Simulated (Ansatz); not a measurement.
LaSe:
```xyz
2
Lattice="0.0000 3.0095 3.0095 3.0095 0.0000 3.0095 3.0095 3.0095 0.0000" Properties=species:S:1:pos:R:3 pbc="T T T"
Se     3.0095     3.0095     3.0095
La     0.0000     0.0000     0.0000
```

Relaxed with PBEsol.

Map the valence electron density (e/Å³), cut off at 2 on the plane through (0.500, 0.500, 0.500) spanned by u = [1, 0, 0] and v = [0, 1, -1] in lattice vectors, from PBEsol in the plane-wave PAW code Ansatz.

x is the fraction of u, y of v (the angle between them is 90°; rows are the nearest grid lines); atoms in the plane: Se at (0.00, 0.00), La at (0.50, 0.50).
```
|@@@@=:.        .:=@@@@|
|@@@@=:.        .:=@@@@|
|@@@#-..        ..-#@@@|
|@@#-:.          .:-#@@|
|==-:..          ..:-==|
|::...  ...::...  ...::|
|...   ..-====-..   ...|
|     ..-+*##*+-..     |
|     .-+#%%%%#+-.     |
|     .=*%####%*=.     |
|     :=#%#**#%#=:     |
|     :=#%#**#%#=:     |
|     .=*%####%*=.     |
|     .-+#%%%%#+-.     |
|     ..-+*##*+-..     |
|...   ..-====-..   ...|
|::...  ...::...  ...::|
|==-:..          ..:-==|
|@@#-:.          .:-#@@|
|@@@#-..        ..-#@@@|
|@@@@=:.        .:=@@@@|
|@@@@=:.        .:=@@@@|
```
Scale: ten equal steps from 0.071 (start of ' ') to 2.00 (end of '@'), in the order ' .:-=+*#%@'; x runs from 0.000 to 1.00, y from 0.000 (bottom) to 1.00 (top).

The density is the valence pseudo-density with augmentation charge, so density and ELF within about 1 Å of a nucleus are not all-electron values.

Space group Fm-3m (rock salt). The workflow started from an entry of the Crystallography Open Database (COD). Its standing as an ambient phase is unchecked. Symmetry was held in the PBEsol relaxation; whether a distortion lowers the energy is not shown. Scalar-relativistic: spin–orbit coupling is off unless named, which matters more the heavier the elements.

Potentials: the later of the program's two PAW sets.
